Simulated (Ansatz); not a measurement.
**CdF2: changing the dispersion correction**

The cell as given:

The structure is cubic, space group Fm-3m (No. 225). The conventional cell has a = 5.388 Å, b = 5.388 Å, c = 5.388 Å, α = 90.00°, β = 90.00°, γ = 90.00°. Cd (site symmetry m-3m) is surrounded by 8 F at 2.33 Å. F (site symmetry -43m) has 4 Cd at 2.33 Å as nearest neighbours.

Kept alike: task relaxation of cell and atoms; functional PBEsol; k mesh 9 × 9 × 9; occupations fermi-dirac, width 0.05 eV; no spin polarisation. Program: Ansatz, Ansatz PAW, cutoff 420 eV. The mesh is that of the run's cell of 3 atoms. No spin-orbit coupling.

| dispersion correction | volume (Å³/atom) |
| --- | --- |
| D3(BJ) | 12.802 |
| D3(BJ)-ATM | 12.834 |
| D4 | 12.864 |
| none | 13.007 |

The relaxations keep at least the cell's symmetry (Fm-3m). Relaxations stop with a little pressure left, so the last digits of a volume or edge aren't settled. Ansatz's relaxations hold a Pulay term in the stress (up to 0.7 GPa here). All rows use potentials made for PBE.

Question: What does the dispersion correction change here?

Answer: The volume runs from 12.802 (D3(BJ)) to 13.007 Å³/atom (none). Against no correction: D3(BJ) -1.6 %; D3(BJ)-ATM -1.3 %; D4 -1.1 %. Dispersion terms mostly attract and so lower the volume; the schemes' coefficients and damping set how far.
